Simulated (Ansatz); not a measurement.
Relaxed Na (bcc, W type):

```xyz
2
Lattice="-4.1965 4.1965 4.1965 2.0983 -2.0983 2.0983 2.0983 2.0983 -2.0983" Properties=species:S:1:pos:R:3 pbc="T T T"
Na     0.0000     0.0000     0.0000
Na    -2.0983     2.0983     2.0983
```

In this cell atom 1 (Na, nearest neighbour Na at 3.634 Å; its periodic images, 3.6 Å or more away, move with it) is moved by u·(0.707, 0.707, 0.000) + v·(0.000, 0.000, 1.000); the rest is frozen.

Computed with PBE (plane waves to 420 eV, PAW, scalar-relativistic; Ansatz, a program for electronic structure). k mesh 13×13×13 (Γ-centred), Fermi-Dirac smearing 0.05 eV. E stands for the smeared free energy. Points where atoms come too close for the PAW data are left out (x in tables, blank in figures). With partly filled bands, energies and forces of such displacements shift with the k mesh and the smearing. Na was relaxed with its symmetry unable to fall. The last digit holds for this mesh only.

Changes of ΔE (meV/cell) from the point u = 0.000 Å, v = 0.000 Å when one coordinate moves alone (two changes are said to add if the coupling is within 5 % of the smaller one, nearly so within 20 %):

| point | change |
|---|---|
| u = 0.000 Å, v = -0.910 Å | 171.1 |
| u = 0.000 Å, v = -0.455 Å | 40.2 |
| u = -0.910 Å, v = 0.000 Å | 158.0 |
| u = -0.455 Å, v = 0.000 Å | 37.2 |
| u = 0.455 Å, v = 0.000 Å | 37.2 |
| u = 0.910 Å, v = 0.000 Å | 158.0 |
| u = 0.000 Å, v = 0.455 Å | 40.2 |
| u = 0.000 Å, v = 0.910 Å | 171.1 |

Question: Do the two effects add at u = 0.455 Å, v = -0.455 Å? Give the computed change.

Answer: The sum of the single changes is 37.2 + (40.2) = 77.4; the calculation gives 23.4, so the coupling contributes -54.0 (over 20 % of the smaller single change, not additive).

Question: Do the two effects add at u = 0.910 Å, v = -0.910 Å? Give the computed change.

Answer: The sum of the single changes is 158.0 + (171.1) = 329.1; the calculation gives 78.9, so the coupling contributes -250.2 (over 20 % of the smaller single change, not additive).

Question: What is the change at u = 0.910 Å, v = 0.455 Å, where both move, and how far is it from the sum?

Answer: The sum of the single changes is 158.0 + (40.2) = 198.2; the calculation gives 370.5, so the coupling contributes 172.3 (over 20 % of the smaller single change, not additive).

(A displaced cell: forces are minus the slopes of the energy, force constants its curvatures, and phonons follow from these.)
